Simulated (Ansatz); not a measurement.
Data:

GaSb:
```cif
data_GaSb
_chemical_formula_sum 'Ga1 Sb1'
_space_group_name_H-M_alt 'P 1'
_space_group_IT_number 1
_cell_length_a 3.90325
_cell_length_b 3.90325
_cell_length_c 3.60146
_cell_angle_alpha 90.000
_cell_angle_beta 90.000
_cell_angle_gamma 120.000
loop_
_space_group_symop_operation_xyz
  'x, y, z'
loop_
_atom_site_label
_atom_site_type_symbol
_atom_site_fract_x
_atom_site_fract_y
_atom_site_fract_z
_atom_site_occupancy
Ga1 Ga 0.00000 0.00000 0.00000 1
Sb1 Sb 0.66667 0.33333 0.50000 1
```

This is the PBEsol-relaxed structure.

**Question.** All from DFT-PBEsol in the program Ansatz with PAW potentials, unless another level is named. Predict the formation energy from the elements (no fitted shifts).

**Answer.** 87 meV/atom.

**Question.** Predict the density of states at the Fermi level.

**Answer.** 0.49 states/eV per atom (mean over ±0.08 eV).

**Question.** Next, the gap with spin–orbit coupling?

**Answer.** none (metallic).

Space group P-6m2. The cell is a constructed one: a structure type filled with these elements; neither database checked (COD, Materials Project) lists it. It is not the phase usual at ambient conditions (space group No. 216). The PBEsol relaxation kept the symmetry of its start; whether a distortion lowers the energy is not shown. The references are the lowest solids computed at this level, not always the standard phases. Scalar-relativistic: spin–orbit coupling is off unless named, which matters more the heavier the elements.

Potentials: the earlier of the program's two PAW sets. The files were generated under PBE; for other functionals the program regenerates the frozen cores, and for LDA and PBEsol the local potential too.
